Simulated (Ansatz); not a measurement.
## Property card for BeTe

BeTe:
```cif
data_BeTe
_chemical_formula_sum 'Be1 Te1'
_space_group_name_H-M_alt 'P 1'
_space_group_IT_number 1
_cell_length_a 3.74883
_cell_length_b 3.74883
_cell_length_c 3.74883
_cell_angle_alpha 60.000
_cell_angle_beta 60.000
_cell_angle_gamma 60.000
loop_
_space_group_symop_operation_xyz
  'x, y, z'
loop_
_atom_site_label
_atom_site_type_symbol
_atom_site_fract_x
_atom_site_fract_y
_atom_site_fract_z
_atom_site_occupancy
Be1 Be 0.00000 0.00000 0.00000 1
Te1 Te 0.50000 0.50000 0.50000 1
```

Space group Fm-3m (No. 225), rock salt; conventional cell a = b = c = 5.3017 Å, α = β = γ = 90.00°.

Method: PBEsol in the plane-wave PAW code Ansatz. Structure relaxed to zero pressure with the same functional. Other levels are named where they apply.

Cell and energy:

```yaml
volume_per_atom: 18.63 Å³
density: 6.09 g/cm³
Formation energy from the elements (no fitted shifts): 0.096 eV/atom
```

Electronic structure:

```yaml
electronic_character: metallic (no gap)
Density of states at the Fermi level: 0.30 states/eV per atom (mean over ±0.08 eV)
Gap with spin–orbit coupling: none (metallic)
```

Mechanics:

```yaml
Bulk modulus (Birch–Murnaghan fit): 72.5 GPa
Pressure derivative B′: 4.1
Elastic constants (relaxed ions, GPa): C11 = 126, C12 = 45.9, C44 = 43.5
mechanical_stability: stable (all eigenvalues of C positive)
hill_bulk_and_shear_moduli: 72.7 and 42.2 GPa
Young's modulus: 106 GPa
Poisson's ratio: 0.26
debye_temperature_from_the_elastic_constants: 328 K
```

Phonons:

```yaml
zone_centre_stability: unstable, softest mode 85i cm⁻¹
```

The start of the workflow was typed in or built on a structure type; neither database checked (COD, Materials Project) lists it. COD files the formula under space group No. 216. Its standing as an ambient phase is unchecked. Symmetry was held in the PBEsol relaxation. As this level gives no gap, shear constants depend on the k-mesh and smearing (Fermi–Dirac, 0.1 eV here). As this level gives no gap, phonon frequencies hold no LO–TO term and depend on the k-mesh and smearing (Fermi–Dirac, 0.1 eV here). The references are the lowest solids computed at this level, not always the standard phases. Spin–orbit coupling is left out wherever it is not named.

Potentials: the earlier of the program's two PAW sets. The files were generated under PBE; for other functionals the program regenerates the frozen cores, and for LDA and PBEsol the local potential too.
